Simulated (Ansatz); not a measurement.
HfO$_{2}$ (fluorite)

```
HfO2
1.0
    0.00000     5.05847     5.05847
    2.52923     2.52923     5.05847
    2.52923     2.52923     0.00000
Hf O
2 4
Direct
  0.00000   0.00000   0.00000
  0.50000   0.00000   0.00000
  0.00000   0.25000   0.25000
  0.50000   0.25000   0.25000
  0.00000   0.75000   0.75000
  0.50000   0.75000   0.75000
```

A phonon eigenvector at X = (0.5, 0.5, 0.0) is frozen into this cell: atom i moves by Q times the vector below, so Q is the largest atomic displacement, in Å. The cell is held. (q is in reciprocal vectors of the primitive cell; the cell shown is doubled to hold the pattern.)

| atom | x | y | z |
|---|---|---|---|
| O3 | 0.000 | 0.000 | 1.000 |
| O4 | 0.000 | 0.000 | -1.000 |
| O5 | 0.000 | 0.000 | 1.000 |
| O6 | 0.000 | 0.000 | -1.000 |

Atoms not listed stay in place.

Calculation: r2SCAN (plane waves to 500 eV, PAW, scalar-relativistic; Ansatz, a program for electronic structure). k mesh 11×11×11 (Γ-centred), Fermi-Dirac smearing 0.05 eV. HfO2 is run without spin polarisation. HfO2 was relaxed with its symmetry unable to fall. Spin-orbit coupling is left out, though Hf is heavy. This is a high-temperature form of HfO2. 

| Q (Å) | −dE/dQ from forces (eV/Å) |
|---|---|
| -0.440 | 6.677 |
| -0.367 | 3.881 |
| -0.293 | 1.535 |
| -0.220 | -0.129 |
| -0.147 | -0.920 |
| -0.073 | -0.786 |
| 0.000 | 0.000 |
| 0.073 | 0.786 |
| 0.147 | 0.920 |
| 0.220 | 0.129 |
| 0.293 | -1.535 |
| 0.367 | -3.881 |
| 0.440 | -6.677 |

Question: What harmonic wavenumber does the curvature at Q = 0 give?

Answer: 228i cm⁻¹. E″ = -12.20 eV/Å², M = Σ mᵢ|uᵢ|² = 64.0 u, ν̃ = 521.5·√(|E″|/M), imaginary since E″ < 0.

(A displaced cell: forces are minus the slopes of the energy, force constants its curvatures, and phonons follow from these.)
